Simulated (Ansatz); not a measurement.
Method: Ansatz, DFT PBEsol, scalar-relativistic, plane waves, PAW.

Structure of Ni7Ge4:

```
CELL_PARAMETERS angstrom
-1.95378 4.95236 3.38994
1.95378 -4.95236 3.38994
1.95378 4.95236 -3.38994
ATOMIC_POSITIONS crystal
Ni 0.61646 0.99405 0.62241
Ni 0.12734 0.00263 0.12471
Ni 0.37165 0.99405 0.37759
Ni 0.87792 0.00263 0.87529
Ni 0.66555 0.66555 0.00000
Ni 0.08740 0.33288 0.75452
Ni 0.57836 0.33288 0.24548
Ge 0.91659 0.66612 0.25048
Ge 0.41564 0.66612 0.74952
Ge 0.31640 0.31640 0.00000
Ge 0.86094 0.36094 0.50000
```

Cutoff 420 eV; k points 10×10×10 on the computed 11-atom cell (Γ-centred); Gaussian smearing, width 0.10 eV; no spin polarisation.

Levels along Γ–X–F0 | Σ0–Γ–Λ0 | G0–X | Γ–R–W–S–Γ–T–W, in eV from the Fermi level, sorted by energy at each point. Points in fractions of the primitive reciprocal vectors: Γ (0.000 0.000 0.000), X (0.500 -0.500 0.500), F0 (0.289 -0.289 0.711), Σ0 (-0.289 0.289 0.289), Λ0 (0.367 0.367 -0.367), G0 (0.633 -0.367 0.367), R (0.000 0.500 0.000), W (0.250 0.250 0.250), S (0.500 0.000 0.000), T (0.000 0.000 0.500).
| point | k (1/Å, with 2π) | band 89 | band 90 | band 91 | band 92 | band 93 | band 94 | band 95 |
| --- | --- | --- | --- | --- | --- | --- | --- | --- |
| Γ | 0.000 | -0.68 | 0.21 | 0.75 | 1.23 | 1.91 | 2.40 | 2.57 |
| - | 0.127 | -0.70 | 0.25 | 0.38 | 1.69 | 1.89 | 2.46 | 2.62 |
| - | 0.254 | -0.74 | -0.07 | 0.39 | 1.72 | 2.37 | 2.65 | 2.66 |
| - | 0.381 | -0.70 | -0.41 | 0.66 | 1.32 | 2.24 | 2.63 | 2.89 |
| - | 0.507 | -0.63 | -0.62 | 0.69 | 1.18 | 1.80 | 2.28 | 2.85 |
| X | 0.634 | -0.70 | -0.58 | 0.54 | 1.34 | 1.63 | 2.06 | 2.87 |
| - | 0.770 | -0.64 | -0.53 | 0.62 | 1.31 | 1.53 | 1.90 | 2.64 |
| - | 0.906 | -0.62 | -0.32 | 0.73 | 1.18 | 1.20 | 1.45 | 1.88 |
| - | 1.042 | -0.61 | -0.12 | 0.59 | 0.72 | 0.94 | 0.98 | 1.16 |
| - | 1.177 | -0.62 | -0.28 | 0.14 | 0.29 | 0.52 | 0.52 | 0.85 |
| F0 | 1.313 | -0.73 | -0.55 | -0.33 | -0.01 | 0.09 | 0.24 | 1.17 |
| Σ0 | 1.313 | -0.73 | -0.55 | -0.33 | -0.01 | 0.09 | 0.24 | 1.17 |
| - | 1.499 | -0.96 | -0.74 | -0.63 | -0.32 | -0.12 | 0.02 | 1.68 |
| - | 1.685 | -0.77 | -0.69 | -0.46 | -0.43 | -0.09 | -0.07 | 2.28 |
| - | 1.871 | -0.70 | -0.26 | 0.00 | 0.05 | 0.08 | 0.36 | 2.79 |
| - | 2.057 | -0.68 | 0.17 | 0.26 | 0.53 | 1.26 | 1.46 | 2.65 |
| Γ | 2.242 | -0.68 | 0.21 | 0.75 | 1.23 | 1.91 | 2.40 | 2.57 |
| - | 2.378 | -0.68 | 0.19 | 0.81 | 1.26 | 1.42 | 1.86 | 2.37 |
| - | 2.514 | -0.53 | 0.13 | 0.58 | 0.99 | 1.00 | 1.50 | 2.08 |
| - | 2.651 | -0.09 | 0.04 | 0.09 | 0.29 | 1.33 | 1.74 | 1.74 |
| - | 2.787 | -0.35 | -0.13 | 0.45 | 0.55 | 1.35 | 1.83 | 2.13 |
| Λ0 | 2.923 | -0.71 | -0.32 | 0.76 | 1.17 | 1.23 | 2.23 | 2.41 |
| G0 | 2.923 | -0.71 | -0.32 | 0.76 | 1.17 | 1.23 | 2.23 | 2.41 |
| - | 2.972 | -0.71 | -0.40 | 0.71 | 1.22 | 1.41 | 2.15 | 2.52 |
| - | 3.021 | -0.71 | -0.47 | 0.65 | 1.28 | 1.54 | 2.09 | 2.65 |
| - | 3.071 | -0.71 | -0.53 | 0.59 | 1.31 | 1.60 | 2.07 | 2.77 |
| - | 3.120 | -0.70 | -0.57 | 0.55 | 1.33 | 1.62 | 2.06 | 2.85 |
| X | 3.169 | -0.70 | -0.58 | 0.54 | 1.34 | 1.63 | 2.06 | 2.87 |
| Γ | 3.169 | -0.68 | 0.21 | 0.75 | 1.23 | 1.91 | 2.40 | 2.57 |
| - | 3.355 | -0.68 | 0.17 | 0.37 | 0.64 | 1.18 | 1.61 | 2.43 |
| - | 3.540 | -0.64 | -0.13 | 0.00 | 0.06 | 0.12 | 0.59 | 2.02 |
| - | 3.726 | -0.70 | -0.58 | -0.27 | -0.26 | -0.03 | 0.14 | 1.40 |
| - | 3.911 | -1.01 | -0.74 | -0.64 | -0.45 | 0.38 | 0.58 | 0.93 |
| R | 4.097 | -1.09 | -0.84 | -0.65 | -0.58 | 0.58 | 0.75 | 1.27 |
| - | 4.160 | -1.09 | -0.83 | -0.64 | -0.58 | 0.60 | 0.67 | 1.41 |
| - | 4.224 | -1.07 | -0.82 | -0.64 | -0.56 | 0.40 | 0.79 | 1.68 |
| - | 4.287 | -1.06 | -0.80 | -0.66 | -0.49 | 0.17 | 0.99 | 1.96 |
| - | 4.351 | -1.05 | -0.78 | -0.70 | -0.37 | -0.03 | 1.24 | 1.82 |
| W | 4.414 | -1.05 | -0.75 | -0.73 | -0.24 | -0.19 | 1.41 | 1.68 |
| - | 4.575 | -0.89 | -0.69 | -0.64 | -0.23 | -0.14 | 1.38 | 1.67 |
| - | 4.736 | -0.64 | -0.49 | -0.37 | -0.14 | 0.08 | 1.22 | 1.42 |
| - | 4.897 | -0.41 | -0.26 | -0.09 | 0.19 | 0.65 | 0.97 | 1.08 |
| - | 5.057 | -0.08 | -0.01 | 0.24 | 0.35 | 0.61 | 1.16 | 1.35 |
| S | 5.218 | -0.05 | 0.27 | 0.31 | 0.49 | 0.75 | 0.99 | 1.35 |
| - | 5.330 | -0.09 | 0.23 | 0.32 | 0.40 | 0.88 | 1.33 | 1.60 |
| - | 5.443 | -0.40 | 0.25 | 0.36 | 0.64 | 1.20 | 1.78 | 2.14 |
| - | 5.555 | -0.64 | 0.22 | 0.47 | 1.15 | 1.60 | 1.81 | 2.15 |
| - | 5.667 | -0.69 | 0.21 | 0.64 | 1.41 | 1.67 | 2.11 | 2.44 |
| Γ | 5.780 | -0.68 | 0.21 | 0.75 | 1.23 | 1.91 | 2.40 | 2.57 |
| - | 5.953 | -0.69 | 0.19 | 0.25 | 0.74 | 1.45 | 1.63 | 2.61 |
| - | 6.125 | -0.72 | -0.25 | 0.12 | 0.23 | 0.43 | 0.69 | 2.62 |
| - | 6.298 | -0.75 | -0.49 | -0.29 | -0.09 | 0.00 | 0.24 | 1.74 |
| - | 6.471 | -0.83 | -0.73 | -0.51 | -0.30 | 0.02 | 0.29 | 1.03 |
| T | 6.644 | -0.94 | -0.70 | -0.57 | -0.30 | 0.00 | 0.50 | 0.56 |
| - | 6.737 | -0.96 | -0.69 | -0.60 | -0.32 | -0.11 | 0.70 | 0.71 |
| - | 6.829 | -1.02 | -0.67 | -0.66 | -0.33 | -0.23 | 1.06 | 1.14 |
| - | 6.922 | -1.05 | -0.70 | -0.69 | -0.30 | -0.25 | 1.51 | 1.53 |
| - | 7.015 | -1.05 | -0.73 | -0.73 | -0.27 | -0.21 | 1.46 | 1.72 |
| W | 7.107 | -1.05 | -0.75 | -0.73 | -0.24 | -0.19 | 1.41 | 1.68 |

A ferromagnetic start lost its moments in a first run, so spin was left out; other magnetic orders weren't tried.

Cost: 1 run of about 18 core-minutes, on Oxide Virtual Turin-like Processor (Zen 5) (shared hosts).